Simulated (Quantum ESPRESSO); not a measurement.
## Ga5Ta2Nb (one composition in several site orders)

A calculation, not a measurement. The program is pw.x of Quantum ESPRESSO 7.5 (plane-wave density functional theory). The cell is made up: eight metal atoms on a hexagonal close-packed lattice, with elements, volume, strain and displacements drawn at random and not relaxed, so it may be unstable or far from any real phase. PseudoDojo standard norm-conserving files set the functional (PBE unless stated); there is no spin polarisation or spin-orbit coupling, the Fermi-Dirac width of 0.25 eV means electrons at about 2900 K, and the masses in the input are unused placeholders. Heavy elements are run without spin-orbit coupling, which real alloys of them have. A spin test at this wide smearing found no moment, but such smearing suppresses magnetism that the real alloy may have.

The runs put one composition on the sites in different orders. Cell, positions, cutoff, mesh and smearing stay as in the input of run 1; sites are counted in its order. Stress in the tables is positive in tension.

Input of run 1:

```
&control calculation='scf', pseudo_dir='./dojo.nc.sr.pbe.v0_5.standard.upf', outdir='./o', disk_io='minimal', tprnfor=.true., tstress=.true. /
&system ibrav=0, nat=8, ntyp=3, nbnd=64, ecutwfc=82.02448710, nosym=.true., tot_charge=0,
 occupations='smearing', smearing='fd', degauss=0.0183746611
/
&electrons conv_thr=1.470e-08, electron_maxstep=70, mixing_beta=0.5 /
ATOMIC_SPECIES
Ga 1.0 Ga.upf
Nb 1.0 Nb.upf
Ta 1.0 Ta.upf
CELL_PARAMETERS angstrom
3.0068 -0.088 4.9317
2.8674 0.051 -4.8472
-2.9691 5.1064 -0.1152
ATOMIC_POSITIONS angstrom
Ga -0.1586 -0.1044 0.0359
Ga -1.5764 2.4658 -0.2133
Ga 2.9885 1.7127 -2.4271
Ta 1.469 4.3855 -2.4444
Nb 2.7671 -0.0517 0.0675
Ga 1.3948 2.5676 -0.0724
Ga 3.1133 1.6713 2.5877
Ta 1.4974 4.2767 2.6024
K_POINTS automatic
5 5 5 1 1 1
```

| run | elements on sites 1 to 8 | free energy less that of run 1 (eV) | -TS (eV) | pressure (GPa) | stress xx (GPa) | stress yy (GPa) | stress zz (GPa) | stress yz (GPa) | stress xz (GPa) | stress xy (GPa) | iterations |
| --- | --- | --- | --- | --- | --- | --- | --- | --- | --- | --- | --- |
| 1 | Ga Ga Ga Ta Nb Ga Ga Ta | 0.000 | -1.013 | -5.15 | 6.21 | 8.74 | 0.49 | -0.66 | -0.07 | -0.99 | 12 |
| 2 | Ga Ga Ga Ga Ta Nb Ta Ga | -0.055 | -1.004 | -7.09 | 8.03 | 6.98 | 6.25 | -0.95 | -0.80 | -0.34 | 12 |
| 3 | Ga Ga Ta Ga Nb Ga Ta Ga | -0.122 | -1.070 | -8.35 | 8.86 | 10.04 | 6.16 | -1.34 | -0.42 | -2.16 | 12 |
| 4 | Ta Ta Ga Ga Ga Ga Nb Ga | -0.328 | -1.032 | -6.81 | 7.75 | 7.43 | 5.24 | -0.50 | 0.33 | -0.89 | 12 |
| 5 | Ga Ta Ta Ga Ga Nb Ga Ga | -0.023 | -1.017 | -5.25 | 6.13 | 8.50 | 1.12 | -1.05 | -0.38 | -0.94 | 12 |
| 6 | Ta Nb Ga Ga Ta Ga Ga Ga | -0.708 | -0.802 | -6.26 | 5.68 | 3.61 | 9.48 | -1.17 | 0.44 | -0.91 | 13 |

Forces Fx Fy Fz (eV/Å):

```
site              run 1              run 2              run 3              run 4              run 5              run 6
   1     0.31 0.12 0.47    0.40 0.61 -0.16     0.23 0.39 0.34     0.15 0.46 1.04     0.17 0.27 0.81     0.27 0.92 0.36
   2    -0.12 0.25 0.68     0.11 0.00 0.93   -0.07 -0.05 1.10     0.45 0.02 0.85     0.38 0.38 0.97   -0.15 -0.11 1.55
   3    -0.21 0.47 0.11   -0.16 0.27 -0.01  -0.02 -0.07 -0.80   -0.26 0.06 -0.67   -0.52 0.48 -0.45  -0.19 -0.16 -0.49
   4  -0.59 -0.70 -0.14   -0.15 -0.54 0.08  -0.15 -0.47 -0.07  -0.24 -0.40 -0.49  -0.20 -0.49 -0.15  -0.32 -0.10 -0.47
   5    0.76 -0.03 0.40    0.42 0.38 -0.09     0.28 0.84 0.22     0.47 0.26 0.74    0.25 0.02 -0.21     0.94 0.09 0.25
   6    0.16 -0.05 0.46   -0.22 -0.30 1.21    0.36 -0.18 0.58    0.02 -0.22 0.33    0.15 -0.37 0.56   -0.15 -0.33 0.49
   7   -0.12 0.36 -1.03   -0.30 0.03 -0.65  -0.37 -0.14 -0.54   -0.72 0.09 -1.51   -0.38 0.17 -0.89  -0.23 -0.14 -0.81
   8  -0.19 -0.42 -0.95  -0.10 -0.46 -1.30  -0.26 -0.32 -0.84   0.12 -0.27 -0.30   0.16 -0.46 -0.65  -0.17 -0.17 -0.88
```

The sites are displaced and not relaxed, so the energy differences mix bonding between neighbours with strain and are not ordering energies. A rerun of one cell of this series at a higher cutoff and on a denser mesh moved values by no more than 0.012 eV in energy, 0.10 GPa in stress and 0.012 eV/Å in force, and a second program with other atomic files agreed on that cell to 2 % rms in force and 0.5 GPa in pressure.